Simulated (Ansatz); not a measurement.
# Calculation log, BP (F-43m) (effective masses from band slopes)

Computed with r²SCAN, PAW on Ansatz 0.2.0's default frozen-core files (fitted under PBE), scalar-relativistic; not a measurement.

The cell comes from a PAW relaxation under the same functional.

The run reads the converged density of an earlier one (folder ck) and closes the SCF again from it before it solves the listed points.

Launched as:

```sh
ansatz run input.yaml --threads 1 --pin off --max-ram 3072MiB --backend cpu --events-out ev --progress --plain --runs-dir out
```

Input:

```yaml
crystal:
  lattice:
    - [0.0, 2.26825760439, 2.26825760439]
    - [2.26825760439, 0.0, 2.26825760439]
    - [2.26825760439, 2.26825760439, 0.0]
  atoms:
    - { symbol: B, position: [0.0, 0.0, 0.0] }
    - { symbol: P, position: [0.75, 0.75, 0.75] }
kpoints:
  mp_grid: { grid: [8, 8, 8] }
scf:
  occupations: { method: fixed }
hamiltonian:
  xc: r2scan
  pseudopotentials: { kind: paw }
output:
  eigenstates:
    kpoints:
      - [0.0, 0.414222869, 0.414222869]
      - [0.0, 0.416027891, 0.416027891]
      - [0.0, 0.417832913, 0.417832913]
      - [0.0, 0.421442957, 0.421442957]
      - [0.0, 0.412417847, 0.412417847]
      - [0.0, 0.410612825, 0.410612825]
      - [0.0, 0.407002781, 0.407002781]
      - [0.001805022, 0.414222869, 0.416027891]
      - [0.003610044, 0.414222869, 0.417832913]
      - [0.007220088, 0.414222869, 0.421442957]
      - [-0.001805022, 0.414222869, 0.412417847]
      - [-0.003610044, 0.414222869, 0.410612825]
      # ... 43 further points ...
      - [0.00833704, 0.00833704, 0.00833704]
      - [-0.000736897, -0.000736897, 0.001473794]
      - [-0.001473794, -0.001473794, 0.002947589]
      - [-0.002947589, -0.002947589, 0.005895177]
    de_dk: true
    e_range: [-3, 4.421785971868]
checkpoint:
  read: ck
```

Output:

```
Warning: RAYON_NUM_THREADS=1 ignored (pool sized by the plan → 1); use --threads N
Engine: ansatz 0.2.0, aarch64-unknown-linux-gnu
Pseudopotentials: kind: paw
Pseudopotential: B, paw, valence charge 3, recommended cutoff 500 eV (meta_gga), B.paw.azcp
Pseudopotential: P, paw, valence charge 5, recommended cutoff 500 eV (meta_gga), P.paw.azcp
Functional definition: r2SCAN
  parameter k0 = 0.174
  parameter k1 = 0.065
  parameter a1 = 4.9479
  exchange = r2scan_x(k0 = k0, k1 = k1, a1 = a1)
  correlation = r2scan_c
Crystal: 2 atoms, lattice volume = 23.340 Å³
Basis set: ecut = 500 eV, 609 PW (Γ), exchange–correlation on 96×96×96 points (64 copies of the dense FFT grid, shifted against one another)
Bands: 8, of which v1, the nominal top of the filled ones, is band 4 counted from 1 (3 counted from 0)
Symmetry: 24 space group operations
Space group: F-43m (ITA 216), of the structure as read, at distance tolerance 2.9e-5 Å
k-points: 29 of 512 (time reversal used)
Non-local potential: B, projectors of the file, l = 0: 2, l = 1: 2, l = 2: 1
Non-local potential: P, projectors of the file, l = 0: 2, l = 1: 2, l = 2: 2
[... 12 lines left out ...]
preconditioner: auto → none  [insulator: Δε(μ)=1.446 eV  Ē_g=13.608 eV  n_scr=0 (ndim 8)  ℏωp=21.7 eV  f_vac=0.000  ε∞_Penn≈3.6]
SCF iter   2: F=—  HF=-916.685305 eV  |F-HF|=—  |Δ(HF+E_count)|=   1.65e-7  Δρ=6.97e-7  dr2=1.45e-10  dr2_τ=9.31e-12  ethr=1.98e-12  ⟨swp⟩=4.2  Hψ=523  notcnv=0  defer=48
SCF iter   3: F=—  HF=-916.685305 eV  |F-HF|=—  |Δ(HF+E_count)|=  3.50e-11  Δρ=3.45e-7  dr2=3.27e-11  dr2_τ=8.72e-13  ethr=1.82e-12  ⟨swp⟩=1.5  Hψ=265  notcnv=0  defer=48
SCF iter   4: F=-916.685305 eV  HF=-916.685305 eV  |F-HF|=1.14e-12  |Δ(HF+E_count)|=  6.37e-12  Δρ=1.47e-7  dr2=4.98e-12  dr2_τ=1.14e-13  ethr=1.00e-12  ⟨swp⟩=6.2  Hψ=1316  notcnv=0
SCF 1 converged in 4 iterations: F = -916.685305 eV  dr2 = 4.98e-12
  greatest PAW one-centre occupation: 0.773 electrons in one spin orbital (limit 2), on the P atom at site 1 (counted from 0), in its partial waves of l = 0
NSCF: frozen V_eff on 59 k-points
SCF converged after 4 iterations
Free energy (F): -916.685305 eV
Harris-Foulkes:  -916.685305 eV  (|F-HF|=1.14e-12)
Internal energy: -916.685305 eV  (E = F + TS)
E sigma→0 (E₀):  -916.685305 eV
Fermi energy:    9.248577 eV
--- Per-component energies (eV) ---
  E_band       = 19.163358
  E_kinetic    = 121.503334
  E_local      = -66.759501  (includes V_loc(G=0)·N_el)
  E_nonlocal   = 44.159882
  E_hartree    = 17.042090
  E_xc         = -91.103682
  E_vxc        = -108.137059  (∫ρ·V_xc dr)
  E_paw        = -655.833184  (= ΣΔE_a)
  E_vpaw       = -10.621032  (= ΣTr[D̂ρ^β])
  E_aug_tail   = -0.000001  (compensation charges beyond the density's cutoff)
  E_vtau       = 4.933555  (kinetic-family band-sum trace: ∫τ·v_τ [+ j·A + Jᵃ·Aᵃ] dr)
  E_ewald      = -285.584959
  E_core_change = -0.109284  (= ΣΔE_core)
  E_smearing   = -0.000000  (= −TS)
  E_closure    = 0.000000  (closes the sum)
  Σ components = -916.685305   (vs F -916.685305, Δ=0.00e0)
```

The run converged.

**Band extrema**

Band extrema of a crystal from Kohn-Sham levels and slopes, searched on the fine mesh and refined; masses in electron masses from slopes a step away, negative for holes; Cartesian axes as in the input; principal masses of single bands.

* Fine mesh: 16, 16, 16
* Band gap: 1.41 eV
* Least direct gap on mesh: 3.601 eV

| side | point | k a (r.l.u.) | k b (r.l.u.) | k c (r.l.u.) | valleys | level (eV over the valence top) | mass light (mₑ) | mass middle (mₑ) | mass heavy (mₑ) |
| --- | --- | --- | --- | --- | --- | --- | --- | --- | --- |
| conduction | general | 0 | 0.414 | 0.414 | 6 | 1.41 | 0.2186 | 0.2186 | 1.29 |
| valence | Gamma | 0 | 0 | 0 | 1 | 0 | – | – | – |

### Masses along directions

Branches counted from each extremum; the finite step makes the lightest masses up to 3 per cent heavy.

```json
{
  "Fine mesh": "16, 16, 16"
}
```

| side | point | k a (r.l.u.) | k b (r.l.u.) | k c (r.l.u.) | direction | number | level from its edge (eV) | band mass (mₑ) |
| --- | --- | --- | --- | --- | --- | --- | --- | --- |
| conduction | general | 0 | 0.414 | 0.414 | 100 | 1 | 0 | 1.29 |
| conduction | general | 0 | 0.414 | 0.414 | 010 | 1 | 0 | 0.2186 |
| conduction | general | 0 | 0.414 | 0.414 | 001 | 1 | 0 | 0.2186 |
| conduction | general | 0 | 0.414 | 0.414 | 110 | 1 | 0 | 0.3738 |
| conduction | general | 0 | 0.414 | 0.414 | 011 | 1 | 0 | 0.2188 |
| conduction | general | 0 | 0.414 | 0.414 | 111 | 1 | 0 | 0.3024 |
| conduction | general | 0 | 0.414 | 0.414 | 11-2 | 1 | 0 | 0.2538 |
| valence | Gamma | 0 | 0 | 0 | 100 | 1 | 0 | -0.3182 |
| valence | Gamma | 0 | 0 | 0 | 100 | 2 | 0 | -0.2404 |
| valence | Gamma | 0 | 0 | 0 | 100 | 3 | 0 | -0.2404 |
| valence | Gamma | 0 | 0 | 0 | 010 | 1 | 0 | -0.3182 |
| valence | Gamma | 0 | 0 | 0 | 010 | 2 | 0 | -0.2404 |
| valence | Gamma | 0 | 0 | 0 | 010 | 3 | 0 | -0.2404 |
| valence | Gamma | 0 | 0 | 0 | 001 | 1 | 0 | -0.3182 |
| valence | Gamma | 0 | 0 | 0 | 001 | 2 | 0 | -0.2404 |
| valence | Gamma | 0 | 0 | 0 | 001 | 3 | 0 | -0.2404 |
| valence | Gamma | 0 | 0 | 0 | 110 | 1 | 0 | -2.312 |
| valence | Gamma | 0 | 0 | 0 | 110 | 2 | 0 | -0.2403 |
| valence | Gamma | 0 | 0 | 0 | 110 | 3 | 0 | -0.1456 |
| valence | Gamma | 0 | 0 | 0 | 111 | 1 | 0 | -0.597 |
| valence | Gamma | 0 | 0 | 0 | 111 | 2 | 0 | -0.597 |
| valence | Gamma | 0 | 0 | 0 | 111 | 3 | 0 | -0.1233 |
| valence | Gamma | 0 | 0 | 0 | 11-2 | 1 | 0 | -0.8795 |
| valence | Gamma | 0 | 0 | 0 | 11-2 | 2 | 0 | -0.3427 |
| valence | Gamma | 0 | 0 | 0 | 11-2 | 3 | 0 | -0.135 |

Limits of these numbers: frozen-core PAW files fitted under PBE, their cores solved anew for the functional of the run; semilocal gaps are low, and what follows the gap (onsets, screening, light masses) shifts with it; without spin-orbit coupling, bands that meet at the valence top are not the light and heavy holes of experiment.

Time and hardware: 2.7 s on 1 thread of Arm Neoverse V2 (shared host), peak memory 0.28 GiB.
